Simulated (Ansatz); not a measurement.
CsHS2O7: 17O NMR of the central transition

Cell: a computed structure from the Materials Project (it need not be an observed phase), atoms as given.

Space group P-1 (No. 2); a = 5.5248, b = 8.2110, c = 8.8984 Å, α = 94.37°, β = 101.95°, γ = 105.79°.

| site | Wyckoff | site symmetry | x | y | z |
| --- | --- | --- | --- | --- | --- |
| Cs | 2i | 1 | 0.8039 | 0.1913 | 0.8631 |
| H | 2i | 1 | 0.1813 | 0.3821 | 0.3519 |
| S5 | 2i | 1 | 0.5215 | 0.3626 | 0.1865 |
| S7 | 2i | 1 | 0.8435 | 0.1916 | 0.3844 |
| O9 | 2i | 1 | 0.6129 | 0.2806 | 0.3535 |
| O11 | 2i | 1 | 0.8431 | 0.0966 | 0.2413 |
| O13 | 2i | 1 | 0.8000 | 0.1065 | 0.5151 |
| O15 | 2i | 1 | 0.0928 | 0.3443 | 0.4395 |
| O17 | 2i | 1 | 0.3591 | 0.4571 | 0.2416 |
| O19 | 2i | 1 | 0.7583 | 0.4674 | 0.1558 |
| O21 | 2i | 1 | 0.3801 | 0.2137 | 0.0717 |

One atom of each set is listed.

Method: Kohn–Sham DFT in Ansatz, PBE, plane waves and PAW, scalar-relativistic, 420 eV cutoff, Γ-centred 4×3×3 k-points, Fermi–Dirac smearing 0.02 eV.

17O has I = 5/2 and Q = -25.58 mb (Pyykkö 2018); at 11.7 T its Larmor frequency is ν₀ = 67.6 MHz. Only the quadrupole interaction is simulated: positions count from each site's isotropic chemical shift, and shift anisotropy, dipolar and J coupling are left out.

**Question.** Give C_Q, η, the quadrupolar product P_Q = |C_Q|(1 + η²/3)^½, the second-order isotropic shift and the breadth of the pattern (static powder) for each O site.

**Answer.** 

```tsv
site	first shell	C_Q (MHz)	η	P_Q (MHz)	δ_QIS (ppm)	breadth (kHz)
O9	2 S at 1.62–1.72 Å, angle 124°	-10.3	0.76	11.2	-165	82.4
O11	1 S at 1.44 Å	-7.51	0.04	7.51	-74.2	27.1
O13	1 S at 1.43 Å; also 1 Cs at 3.12 Å	-7.58	0.07	7.58	-75.6	28.1
O15	1 H at 1.03 Å, 1 S at 1.55 Å, angle 113°	-9.23	0.70	9.95	-130	64.3
O17	1 S at 1.47 Å; also 1 H at 1.57 Å	-8.17	0.35	8.34	-91.5	40.7
O19	1 S at 1.45 Å; also 1 Cs at 3.21 Å	-7.81	0.29	7.91	-82.3	35.4
O21	1 S at 1.45 Å; also 3 Cs at 3.29–3.34 Å	-7.80	0.26	7.88	-81.7	34.6
```

δ_QIS = −(ν_Q²/30ν₀²)[I(I+1) − 3/4](1 + η²/3) × 10⁶ ppm with ν_Q = 3|C_Q|/[2I(2I−1)]; it falls as 1/B₀² in ppm, and the breadth as 1/B₀ in kHz.

At O11, O13, O17, O19 and O21 V_zz points along its bond to S (within 3°) in each case.

The largest force is 0.4 eV/Å, so the atoms aren't at the calculated equilibrium and relaxing them would move these values.

Hardware: 1 thread of Arm Neoverse V1 (aarch64; 8 cores open to the job, memory cap 2.5 GiB, no GPU), a shared host with a load of 0.7 a core. Wall time 82 s, CPU time 83 s, peak memory 0.88 GiB.
